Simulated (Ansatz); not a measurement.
ZnS:
```xyz
4
Lattice="3.8061 0.0000 0.0000 -1.9031 3.2962 0.0000 0.0000 0.0000 6.2447" Properties=species:S:1:pos:R:3 pbc="T T T"
Zn     1.9031     1.0987     6.2432
Zn     0.0000     2.1975     3.1208
S      1.9031     1.0987     3.9058
S      0.0000     2.1975     0.7834
```

Tensor components refer to the Cartesian frame of this cell.

### Question
Give the high-frequency dielectric tensor and the Born effective charge tensors of the independent atoms from DFPT, r²SCAN (plane waves, PAW; program Ansatz).

### Answer

ε∞:
```
5.34  0.00  0.00
0.00  5.34  0.00
0.00  0.00  5.46
```
Z* of atom 1 (Zn), rows: field, columns: displacement, in e:
```
1.94  0.00  0.00
0.00  1.94  0.00
0.00  0.00  2.04
```
Z* of atom 3 (S), rows: field, columns: displacement, in e:
```
-1.94   0.00   0.00
 0.00  -1.94   0.00
 0.00   0.00  -2.04
```

Static charges for comparison (Bader): Zn1 +0.97, S3 -0.97 e. Born charges measure polarisation by displacement and can exceed these by far.

Space group P6_3mc (wurtzite). The r²SCAN relaxation kept the symmetry of its start.

Potentials: the later of the program's two PAW sets.
